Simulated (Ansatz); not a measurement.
Si$_{3}$N$_{4}$:
```
Si3N4
1.0
    7.57356     0.00000     0.00000
   -3.78678     6.55890     0.00000
    0.00000     0.00000     2.89149
Si N
6 8
Direct
  0.17384   0.76746   0.25000
  0.40637   0.17384   0.75000
  0.23254   0.40637   0.25000
  0.82616   0.23254   0.75000
  0.59363   0.82616   0.25000
  0.76746   0.59363   0.75000
  0.33333   0.66667   0.25000
  0.66667   0.33333   0.75000
  0.33013   0.02951   0.25000
  0.30061   0.33013   0.75000
  0.97049   0.30061   0.25000
  0.66987   0.97049   0.75000
  0.69939   0.66987   0.25000
  0.02951   0.69939   0.75000
```

Relaxed with LDA. Special points in fractions of this cell's reciprocal vectors: Γ (0.000, 0.000, 0.000); M (0.500, 0.000, 0.000); K (0.333, 0.333, 0.000); A (0.000, 0.000, 0.500); L (0.500, 0.000, 0.500); H (0.333, 0.333, 0.500).

Problem. List the band energies nearest the valence-band maximum at these points for LDA in the plane-wave PAW code Ansatz.

Solution. In eV from the valence-band maximum; about four levels below and three above (degenerate sets whole), none deeper than 8.9 eV; points with the same levels are listed once.

```csv
k,below,above
Γ,-1.34 -1.34 -0.49 -0.39 -0.21,4.22 4.68 4.86 4.86
M,-1.40 -0.80 -0.35 -0.27,4.55 4.65 4.79
K,-1.17 -1.17 -0.30 -0.30,4.64 4.78 4.78
A,-1.67 -1.67 -1.67 -1.67 -1.41 -1.41,4.58 4.58 4.58 4.58
L,-1.55 -1.55 -1.10 -1.10,4.69 4.69 5.73 5.73
H,-1.45 -1.45 -1.16 -1.16,4.93 4.93 5.68 5.68
```

Space group P6_3/m. The LDA relaxation kept the symmetry of its start; phonons on a q-mesh show no instability.

Potentials: the later of the program's two PAW sets.
